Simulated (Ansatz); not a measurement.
**Compressing CdSe: a fit and a missing row**

CdSe, F-43m, a = 6.134 Å. This isn't the usual stable structure of the compound. Ansatz: r2SCAN, PAW, 500 eV, Γ-centred 8×8×8 mesh on 2 atoms, Gaussian smearing 0.02 eV; no spin polarisation. Symmetry fixes shape and atoms, so the cell is only scaled; pressure is positive in compression.

```
V (Å³/atom) P (GPa)
     25.382        ?
     26.248     6.03
     27.113     3.67
     27.978     1.68
     28.844     0.00
     29.709    -1.43
     30.574    -2.63
     31.728    -3.95
```

Q: Take V0 = 28.844 Å³/atom, fit the third-order Birch–Murnaghan form to the other rows, and predict the missing pressure.

A: With the Eulerian strain f = ½[(V0/V)^(2/3) − 1] and y = P/[3f(1 + 2f)^(5/2)], the form is the line y = B0 + 1.5 B0 (B0′ − 4) f. Rows (f, y): 0.03245, 52.9; 0.02106, 52.4; 0.01027, 51.8; -0.00975, 51.4; -0.01904, 50.7; -0.03078, 50.1. Means f = 0.0007017, y = 51.550; Σ(Δf)² = 0.003004, ΣΔfΔy = 0.1266; the slope is their ratio. y = 51.52 + 42.13 f GPa, so B0 = 51.5 GPa and B0′ = 4 + 2 × (42.13)/(3 × 51.52) = 4.55. At V = 25.382, f = 0.04449, y = 53.39 and P = 8.82 GPa. The run gave 8.82 GPa, the same to the digits shown.